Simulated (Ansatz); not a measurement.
An element in the sc structure gives these cold pressures by all-electron LAPW under PBEsol (Ansatz 0.2.0, scalar-relativistic, no spin polarisation).

```json
{"V (Å³/atom)": "18.95", "P (GPa)": "0.04"}
{"V (Å³/atom)": "16.68", "P (GPa)": "13.42"}
{"V (Å³/atom)": "14.78", "P (GPa)": "34.6"}
{"V (Å³/atom)": "12.89", "P (GPa)": "74.0"}
{"V (Å³/atom)": "10.99", "P (GPa)": "149.9"}
{"V (Å³/atom)": "9.47", "P (GPa)": "264.7"}
{"V (Å³/atom)": "8.15", "P (GPa)": "446.6"}
```

Question: Which element is it?

Answer: Ge. Its zero-pressure volume in this structure is near 18.9 Å³/atom; the volume and the steepness of P(V) together point to it, though neighbours can come close. This is the case that was computed; others weren't tested.
